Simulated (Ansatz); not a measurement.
Te$_{2}$Mo:
```
CELL_PARAMETERS angstrom
      3.47304     0.00000     0.00000
     -1.73652     3.00774     0.00000
      0.00000     0.00000    13.77648
ATOMIC_POSITIONS crystal
  Te 0.33333 0.66667 0.61963
  Te 0.66667 0.33333 0.38037
  Te 0.66667 0.33333 0.11963
  Te 0.33333 0.66667 0.88037
  Mo 0.33333 0.66667 0.25000
  Mo 0.66667 0.33333 0.75000
```

Relaxed with LDA. Special points in fractions of this cell's reciprocal vectors: Γ (0.000, 0.000, 0.000); M (0.500, 0.000, 0.000); K (0.333, 0.333, 0.000); A (0.000, 0.000, 0.500); L (0.500, 0.000, 0.500); H (0.333, 0.333, 0.500).

Q: List the band energies nearest the valence-band maximum at these points for LDA in the plane-wave PAW code Ansatz.

A: In eV from the valence-band maximum; about four levels below and three above (degenerate sets whole), none deeper than 8.9 eV; points with the same levels are listed once.

| k | below | above |
|---|---|---|
| Γ | -1.02 -1.02 -0.27 0.00 | 3.01 3.01 3.16 3.16 |
| M | -1.07 -1.02 -0.58 -0.24 | 1.32 1.39 1.47 |
| K | -1.87 -1.87 -0.37 -0.09 | 1.02 1.02 1.06 |
| A | -1.04 -1.04 -1.04 -1.04 -0.07 -0.07 | 3.05 3.05 3.05 3.05 |
| L | -1.02 -1.02 -0.41 -0.41 | 1.35 1.35 1.69 1.69 |
| H | -2.06 -2.06 -0.26 -0.26 | 1.03 1.03 1.58 1.58 |

Space group P6_3/mmc. The cell was relaxed with LDA under the symmetry of its start. No spin polarisation was allowed. A crystal of weakly bound layers computed without a dispersion correction: the cell and the soft elastic constants depend strongly on that. Scalar-relativistic: spin–orbit coupling is off unless named, which matters more the heavier the elements.

Potentials: the earlier of the program's two PAW sets. The files were generated under PBE; for other functionals the program regenerates the frozen cores, and for LDA and PBEsol the local potential too.
